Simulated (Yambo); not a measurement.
Material: VAg3O4 (space group I-42m, No. 121); a = 6.021 Å, b = 6.021 Å, c = 6.021 Å, α = 131.34°, β = 131.34°, γ = 71.27° (8 atoms in the cell). The geometry is that of Materials Project entry mp-19412, symmetrised and not relaxed again.

With PBEsol (pw.x of Quantum ESPRESSO, ONCV potentials, no spin-orbit coupling), the gap between the mesh's edge points ((0.25, -0.25, 0.25) → Γ) is 0.403 eV.

**Question.** Estimate the G0W0 gap between the same points from Yambo (4×4×4 Γ-centred k mesh, bands 14 to 155 and a 6 Ry block in the screening, 155 bands in G with the Bruneval-Gonze terminator, plasmon pole fitted at 27.2 eV).

**Answer.** The correction is 0.988 eV, giving 1.391 eV, 3.4 times the PBEsol value.  Convergence of the G0W0 settings was not tested. Spin-orbit splittings are left out. The 3d shell has no Hubbard U; the runs are without spin polarisation, and magnetic order was not tried.
